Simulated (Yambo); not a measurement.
Yambo run on Sr2RhH5 (space group I4mm, No. 107). The wavefunctions come from this Quantum ESPRESSO step (PBEsol, PseudoDojo standard norm-conserving files, scalar-relativistic):

```
&CONTROL
  calculation = 'nscf'
  pseudo_dir = './pseudo'
  outdir = './out'
/
&SYSTEM
  ibrav = 0
  nat = 8
  ntyp = 3
  ecutwfc = 88.0
  ecutrho = 352.0
  occupations = 'fixed'
  force_symmorphic = .true.
  nbnd = 121
/
&ELECTRONS
  conv_thr = 8e-09
  diago_full_acc = .true.
  diago_thr_init = 1e-08
/
ATOMIC_SPECIES
H 1.0080 H.upf
Sr 87.6200 Sr.upf
Rh 102.9055 Rh.upf
CELL_PARAMETERS angstrom
 -2.668365000000   2.668365000000   3.878290000000
  2.668365000000  -2.668365000000   3.878290000000
  2.668365000000   2.668365000000  -3.878290000000
ATOMIC_POSITIONS crystal
H   0.772780000000   0.215760000000  -0.000000000000
H   0.215760000000   0.215760000000   0.442980000000
H   0.215760000000   0.772780000000   0.000000000000
H   0.772780000000   0.772780000000   0.557020000000
H   0.239500000000   0.239500000000  -0.000000000000
Sr   0.749370000000   0.249370000000   0.500000000000
Sr   0.249370000000   0.749370000000   0.500000000000
Rh   0.007690000000   0.007690000000   0.000000000000
K_POINTS automatic
4 4 4 0 0 0
```

Yambo input:

```
rim_cut
gw0
dyson
el_el_corr
HF_and_locXC
ppa
em1d
RandQpts= 1000000
RandGvec= 1 Ry
EXXRLvcs= 88 Ry
VXCRLvcs= 352 Ry
Chimod= "HARTREE"
% BndsRnXp
 5 | 120 |
%
NGsBlkXp= 6 Ry
% LongDrXp
 1.0 | 1.0 | 1.0 |
%
PPAPntXp= 27.2114 eV
% GbndRnge
 1 | 120 |
%
GTermKind= "BG"
DysSolver= "n"
ExtendOut
% QPkrange
 1 | 1 | 21 | 22 |
 3 | 3 | 21 | 22 |
 6 | 6 | 21 | 22 |
 8 | 8 | 21 | 22 |
 13 | 13 | 21 | 22 |
%
```

k points by index: 1 = Γ, 3 = X, 6 = N, 8 = P, 13 = Z.

Resulting energies as the program prints them:

```
#    K-point    Band    Eo [eV]    E [eV]    E-Eo [eV]    Vxc [eV]    Vnlxc [eV]    Sc|Eo [eV]    Sc|E [eV]    dSc/dw|Eo [eV]    Re(Z)    Im(Z)
#
    1    21    -0.520197    -0.893384    -0.373187    -12.96912    -14.98343    1.538760    1.641121    -7.461827    0.784792    -0.001652
    1    22    1.924764    2.676201    0.751436    -13.96979    -8.813167    -4.210586    -4.405184    -7.045339    0.794334    -0.001603
    3    21    0.000000    -0.053591    -0.053591    -15.33875    -16.13049    0.723522    0.738148    -7.419394    0.785754    -0.001573
    3    22    0.744917    0.846018    0.101101    -12.32272    -9.867585    -2.328721    -2.354039    -6.809493    0.799841    -0.001474
    6    21    -0.247785    -0.607413    -0.359628    -13.84032    -15.90218    1.603726    1.702237    -7.451831    0.785019    -0.001616
    6    22    1.925720    2.535271    0.609551    -14.33496    -9.711599    -3.854423    -4.013813    -7.113688    0.792752    -0.001567
    8    21    -0.193582    -0.399670    -0.206088    -14.21271    -15.23292    0.758683    0.814128    -7.318759    0.788044    -0.001578
    8    22    0.970449    1.338071    0.367621    -13.81441    -10.84446    -2.508742    -2.602325    -6.925479    0.797123    -0.001471
    13    21    -1.390917    -1.813386    -0.422469    -12.30911    -14.55393    1.701734    1.822352    -7.764691    0.777987    -0.003192
    13    22    0.584938    0.977585    0.392647    -12.90860    -9.779439    -2.637669    -2.736514    -6.848576    0.798923    -0.001483
```
(The two width columns are left out.) Convergence of these settings isn't established.

Spin-orbit coupling is not included.

Geometry of the Materials Project entry, not relaxed at this level.

The structure is a Materials Project entry; no match was found in the copy of COD used, and its stability was not checked.
